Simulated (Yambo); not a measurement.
SnS2 (space group Fd-3m, No. 227), G0W0@PBEsol in Yambo with this input:

```
rim_cut
gw0
dyson
el_el_corr
HF_and_locXC
ppa
em1d
RandQpts= 1000000
RandGvec= 1 Ry
EXXRLvcs= 72 Ry
VXCRLvcs= 288 Ry
Chimod= "HARTREE"
% BndsRnXp
 1 | 411 |
%
NGsBlkXp= 7 Ry
% LongDrXp
 1.0 | 1.0 | 1.0 |
%
PPAPntXp= 27.2114 eV
% GbndRnge
 1 | 411 |
%
GTermKind= "BG"
DysSolver= "n"
ExtendOut
```

On a 2×2×2 mesh, with wavefunctions cut at 72 Ry, the gap (Γ → Γ) is 1.936 eV and the valence edge shifts by -0.593 eV.

What happens with this change: 193 bands in W?

The gap rises by 0.078 eV, to 2.014 eV; the shift of the valence edge becomes -0.445 eV. Neither run is shown to be the converged limit. The mesh misses a band edge: along a dense path the PBEsol gap is 1.13 eV against 1.20 eV on the mesh.

The standard potential for Sn keeps a d shell in the valence without the s and p states of that shell. In tests on such compounds this moved G0W0 gaps by up to about 0.9 eV, so absolute quasiparticle energies here are unreliable; differences between settings are what counts.

Spin-orbit coupling is not included.

Geometry of the Materials Project entry, not relaxed at this level; primitive cell a = b = c = 7.3762 Å, α = β = γ = 60.00°.

This is not the ordinary phase of the substance; no match was found in the copy of COD used, and its stability was not checked.

A shift is the quasiparticle energy of the state minus its PBEsol energy.
